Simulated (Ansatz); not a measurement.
input.yaml (Ansatz)

```yaml
crystal:
  lattice:
    - [2.8934461171, 0.0, 0.0]
    - [0.0, 2.8934461171, 0.0]
    - [0.0, 0.0, 2.8934461171]
  atoms:
    - { symbol: Se, position: [0.0, 0.0, 0.0] }
hamiltonian:
  xc: pbesol
  pseudopotentials:
    kind: paw
    azcp:
      Se: "pseudopotentials/Se.paw.azcp"
basis:
  ecutwfc: 420
  fft_grid_basis: typed
kpoints:
  mp_grid: { grid: [13, 13, 13], shift: [0, 0, 0] }
magnetization:
  spin_polarized: false
scf:
  occupations: { method: fermi_dirac, width: 0.1 }
  lower_state_search: "off"
output:
  stress: true
```

Output

```
Warning: the record states the generating functional pbe (its physics header spells it `PBE`), which answers neither for hamiltonian.xc's functional nor for the pbesol family's — results may be inconsistent (PPs are generated against a specific XC)
Engine: ansatz 0.2.0, x86_64-unknown-linux-gnu
Pseudopotentials: kind: paw
Pseudopotential: Se, paw, valence charge 16, recommended cutoff 420 eV (normal) 
Functional definition: PBEsol
  exchange = pbesol_x
  correlation = pbesol_c
Crystal: 1 atoms, lattice volume = 24.224 Å³
Basis set: ecut = 420 eV, 461 PW (Γ)
Bands: 12, of which v1, the nominal top of the filled ones, is band 8 counted from 1 (7 counted from 0)
Symmetry: 48 space group operations
Space group: Pm-3m (ITA 221), of the structure as read, at distance tolerance 2.9e-5 Å
k-points: 84 of 2197
Non-local potential: Se, projectors of the file, l = 0: 2, l = 1: 2, l = 2: 3, l = 3: 1
PAW form: soft (Blöchl's): semilocal exchange-correlation on the pseudo side does not see the compensation charge
PAW frozen core: Se, regenerated for the run's functional, and the local potential with it (the file was generated under x = pbe(κ = 0.804, μ = 0.2195149727645171), c = pbe(β = 0.06672455060314922))
PAW one-centre angular grid: Se, 590 points (default); XC on 64 Gauss nodes
Initial density: superposition of atomic densities (neutral atoms: chi_scale 0, normalization atom), corrected by the library's trained network
Initial wavefunctions: pseudopotential atomic-orbital guess
Functional: x = pbesol(κ = 0.804, μ = 0.12345679012345678), c = pbesol(β = 0.046)
SCF iter   1: F=—  HF=-5424.054258 eV  |F-HF|=—  |Δ(HF+E_count)|=         —  Δρ=1.27e-3  dr2=2.64e-4  ethr=1.77e-3  ⟨swp⟩=5.2  Hψ=6086  notcnv=0
SCF iter   2: F=—  HF=-5424.054102 eV  |F-HF|=—  |Δ(HF+E_count)|=   1.56e-4  Δρ=8.59e-4  dr2=1.44e-4  ethr=1.65e-6  ⟨swp⟩=2.0  Hψ=2349  notcnv=0
SCF iter   3: F=—  HF=-5424.054178 eV  |F-HF|=—  |Δ(HF+E_count)|=   7.58e-5  Δρ=2.96e-4  dr2=1.06e-5  ethr=9.02e-7  ⟨swp⟩=2.1  Hψ=1273  notcnv=0
SCF iter   4: F=—  HF=-5424.054192 eV  |F-HF|=—  |Δ(HF+E_count)|=   1.43e-5  Δρ=6.09e-5  dr2=6.33e-7  ethr=6.62e-8  ⟨swp⟩=2.6  Hψ=1657  notcnv=0
iter 5 did not close the SCF: its close was put off for the readings that it lacked (scf_convergence_deferred on its scf_iter line)
SCF iter   5: F=-5424.054193 eV  HF=-5424.054193 eV  |F-HF|=2.53e-9  |Δ(HF+E_count)|=   6.45e-7  Δρ=6.41e-6  dr2=7.48e-9  ethr=3.95e-9  ⟨swp⟩=2.5  Hψ=1631  notcnv=0
SCF iter   6: F=-5424.054193 eV  HF=-5424.054193 eV  |F-HF|=3.00e-11  |Δ(HF+E_count)|=  5.55e-11  Δρ=4.76e-7  dr2=7.71e-11  ethr=4.67e-11  ⟨swp⟩=1.2  Hψ=3079  notcnv=0
SCF 1 converged in 6 iterations: F = -5424.054193 eV  dr2 = 7.71e-11
SCF converged after 6 iterations
Free energy (F): -5424.054193 eV
Harris-Foulkes:  -5424.054193 eV  (|F-HF|=3.00e-11)
Internal energy: -5424.036139 eV  (E = F + TS)
E sigma→0 (E₀):  -5424.045166 eV
Entropy (-TS):   -0.018054 eV (-18.054 meV/atom)
Fermi energy:    8.510828 eV
--- Per-component energies (eV) ---
  E_band       = -386.481042
  E_kinetic    = 115.271517
  E_local      = -2312.168534  (includes V_loc(G=0)·N_el)
  E_nonlocal   = -590.945609
  E_hartree    = 1141.020823
  E_xc         = -101.957742
  E_vxc        = -96.276368  (∫ρ·V_xc dr)
  E_paw        = -1868.877064  (= ΣΔE_a)
  E_vpaw       = 215.596497  (= ΣTr[D̂ρ^β])
  E_aug_tail   = -0.000614  (compensation charges beyond the density's cutoff)
  E_ewald      = -1807.387368
  E_core_change = 1.008450  (= ΣΔE_core)
  E_smearing   = -0.018054  (= −TS)
  E_closure    = 0.000000  (closes the sum)
  Σ components = -5424.054193   (vs F -5424.054193, Δ=0.00e0)
--- Stress (GPa, compression-positive) ---
       -7.110226       0.000000      -0.000000
        0.000000      -7.110226       0.000000
        0.000000       0.000000      -7.110226
  P = ⅓ Tr σ = -7.1102 GPa (-71.102 kbar)
```

Launched by

```sh
ansatz run input.yaml --threads 2 --pin off --max-ram 5120MiB --backend cpu --events-out ev --progress --plain --runs-dir out
```

On 2 threads of AMD EPYC 7R13 Processor (Zen 3) (shared host) this took about 0.59 s of wall time and 0.98 s of CPU time.
